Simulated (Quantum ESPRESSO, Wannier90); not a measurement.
AlNi3 (Cu3Au type): Wannier90 run

```
begin unit_cell_cart
ang
    3.5230500000    0.0000000000    0.0000000000
    0.0000000000    3.5230500000    0.0000000000
    0.0000000000    0.0000000000    3.5230500000
end unit_cell_cart
begin atoms_frac
Al   0.0000000000  0.0000000000  0.0000000000
Ni   0.0000000000  0.5000000000  0.5000000000
Ni   0.5000000000  0.0000000000  0.5000000000
Ni   0.5000000000  0.5000000000  0.0000000000
end atoms_frac
```

Structure: Materials Project mp-2593, symmetrised, not relaxed again. Not found in the COD (Crystallography Open Database) copy used; not checked further. Level: PBE, spinors with spin-orbit coupling, ferromagnetic start along z; pw.x of Quantum ESPRESSO at 79 Ry with PseudoDojo potentials, 4×4×4 k-points, Wannier90. Density: 12×12×12 mesh, cold smearing 0.01 Ry. Only the ferromagnetic state was computed; other magnetic orders were not tried.

A tight-binding model is made by disentanglement and projection with no localisation steps (num_iter = 0), so the 62 orbitals stay atom-like: hydrogen-like Al: s;p; Ni: s;p;d, axes along x, y, z; frozen window up to 3.00 eV relative to the Fermi level. It follows pw.x to 25 meV rms for states up to 1.0 eV relative to the Fermi level. Matrix elements depend on this choice of orbitals and windows.

The 45 largest hoppings ⟨m,0|H|n,R⟩ between different sites (one of each Hermitian pair; signs follow the real orbitals' lobes; the list may end inside a set of equal values):

| m | n | R | distance of the centres (Å) | t (eV) | Im t (eV) |
|---|---|---|---|---|---|
| Ni4 px↓ | Ni2 pz↓ | 0 0 0 | 2.49 | -2.247 | 0.000 |
| Ni4 py↓ | Ni3 pz↓ | 0 0 0 | 2.49 | -2.247 | 0.000 |
| Ni2 pz↓ | Ni4 px↓ | 0 0 1 | 2.49 | 2.247 | 0.000 |
| Ni3 pz↓ | Ni4 py↓ | 0 0 1 | 2.49 | 2.247 | 0.000 |
| Ni4 py↓ | Ni3 pz↓ | 0 1 -1 | 2.49 | -2.247 | 0.000 |
| Ni4 py↓ | Ni3 pz↓ | 0 1 0 | 2.49 | 2.247 | 0.000 |
| Ni4 px↓ | Ni2 pz↓ | 1 0 -1 | 2.49 | -2.247 | 0.000 |
| Ni4 px↓ | Ni2 pz↓ | 1 0 0 | 2.49 | 2.247 | 0.000 |
| Ni3 px↓ | Ni2 py↓ | 0 0 0 | 2.49 | -2.247 | -0.005 |
| Ni2 py↓ | Ni3 px↓ | 0 1 0 | 2.49 | 2.247 | 0.005 |
| Ni3 px↓ | Ni2 py↓ | 1 -1 0 | 2.49 | -2.247 | -0.005 |
| Ni3 px↓ | Ni2 py↓ | 1 0 0 | 2.49 | 2.247 | -0.005 |
| Ni3 px↑ | Ni2 py↑ | 0 0 0 | 2.49 | -2.243 | 0.004 |
| Ni2 py↑ | Ni3 px↑ | 0 1 0 | 2.49 | 2.243 | -0.004 |
| Ni3 px↑ | Ni2 py↑ | 1 -1 0 | 2.49 | -2.243 | 0.004 |
| Ni3 px↑ | Ni2 py↑ | 1 0 0 | 2.49 | 2.243 | 0.004 |
| Ni4 px↑ | Ni2 pz↑ | 0 0 0 | 2.49 | -2.242 | 0.000 |
| Ni4 py↑ | Ni3 pz↑ | 0 0 0 | 2.49 | -2.242 | 0.000 |
| Ni2 pz↑ | Ni4 px↑ | 0 0 1 | 2.49 | 2.242 | 0.000 |
| Ni3 pz↑ | Ni4 py↑ | 0 0 1 | 2.49 | 2.242 | 0.000 |
| Ni4 py↑ | Ni3 pz↑ | 0 1 -1 | 2.49 | -2.242 | 0.000 |
| Ni4 py↑ | Ni3 pz↑ | 0 1 0 | 2.49 | 2.242 | 0.000 |
| Ni4 px↑ | Ni2 pz↑ | 1 0 -1 | 2.49 | -2.242 | 0.000 |
| Ni4 px↑ | Ni2 pz↑ | 1 0 0 | 2.49 | 2.242 | 0.000 |
| Ni4 pz↓ | Ni2 px↓ | 0 0 0 | 2.49 | -2.064 | 0.000 |
| Ni4 pz↓ | Ni3 py↓ | 0 0 0 | 2.49 | -2.064 | 0.000 |
| Ni2 px↓ | Ni4 pz↓ | 0 0 1 | 2.49 | 2.064 | 0.000 |
| Ni3 py↓ | Ni4 pz↓ | 0 0 1 | 2.49 | 2.064 | 0.000 |
| Ni4 pz↓ | Ni3 py↓ | 0 1 -1 | 2.49 | -2.064 | 0.000 |
| Ni4 pz↓ | Ni3 py↓ | 0 1 0 | 2.49 | 2.064 | 0.000 |
| Ni4 pz↓ | Ni2 px↓ | 1 0 -1 | 2.49 | -2.064 | 0.000 |
| Ni4 pz↓ | Ni2 px↓ | 1 0 0 | 2.49 | 2.064 | 0.000 |
| Ni3 py↓ | Ni2 px↓ | 0 0 0 | 2.49 | -2.064 | 0.004 |
| Ni2 px↓ | Ni3 py↓ | 0 1 0 | 2.49 | 2.064 | -0.004 |
| Ni3 py↓ | Ni2 px↓ | 1 -1 0 | 2.49 | -2.064 | 0.004 |
| Ni3 py↓ | Ni2 px↓ | 1 0 0 | 2.49 | 2.064 | 0.004 |
| Ni2 pz↓ | Al1 py↓ | 0 0 0 | 2.49 | 2.058 | 0.000 |
| Ni3 pz↓ | Al1 px↓ | 0 0 0 | 2.49 | 2.058 | 0.000 |
| Ni2 pz↓ | Al1 py↓ | 0 0 1 | 2.49 | -2.058 | 0.000 |
| Ni3 pz↓ | Al1 px↓ | 0 0 1 | 2.49 | -2.058 | 0.000 |
| Ni2 pz↓ | Al1 py↓ | 0 1 0 | 2.49 | -2.058 | 0.000 |
| Ni2 pz↓ | Al1 py↓ | 0 1 1 | 2.49 | 2.058 | 0.000 |
| Ni3 pz↓ | Al1 px↓ | 1 0 0 | 2.49 | -2.058 | 0.000 |
| Ni3 pz↓ | Al1 px↓ | 1 0 1 | 2.49 | 2.058 | 0.000 |
| Ni4 px↓ | Al1 py↓ | 0 0 0 | 2.49 | 2.058 | -0.006 |
